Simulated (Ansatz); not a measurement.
The relaxed structure here is a generated cell of ZrO2: the first start was made by a random draw of sites in a space group, and the end was not matched to a known phase here, so it may be hypothetical. Known forms of ZrO2 include space group No. 14, 137, 225.

A relaxed structure of ZrO2. Space group P4/mmm (No. 123). Computed with r2SCAN (plane waves to 500 eV, PAW, scalar-relativistic; Ansatz, a program for electronic structure).

```cif
data_O2Zr
_chemical_formula_sum 'O2 Zr1'
_space_group_name_H-M_alt 'P4/mmm'
_space_group_IT_number 123
_space_group_name_Hall '-P 4 2'
_cell_length_a 3.16511
_cell_length_b 3.16511
_cell_length_c 3.95077
_cell_angle_alpha 90.000
_cell_angle_beta 90.000
_cell_angle_gamma 90.000
loop_
_atom_site_label
_atom_site_type_symbol
_atom_site_symmetry_multiplicity
_atom_site_Wyckoff_symbol
_atom_site_fract_x
_atom_site_fract_y
_atom_site_fract_z
_atom_site_occupancy
O1 O 1 c 0.50000 0.50000 0.00000 1
O2 O 1 b 0.00000 0.00000 0.50000 1
Zr1 Zr 1 a 0.00000 0.00000 0.00000 1
```

Task: What is the computed band gap (r2SCAN)?

Result: 0.06 eV, indirect (valence top at X, conduction bottom at Γ) (no spin-orbit coupling).

Task: Predict the smallest direct gap from r2SCAN.

Result: 0.13 eV at Γ.

No spin polarisation in the result. No Hubbard U is applied.

The run could not lower the symmetry of its start; a shaken copy of this end point relaxes with r2SCAN to P6₃mc (No. 186), 351 meV/atom lower.
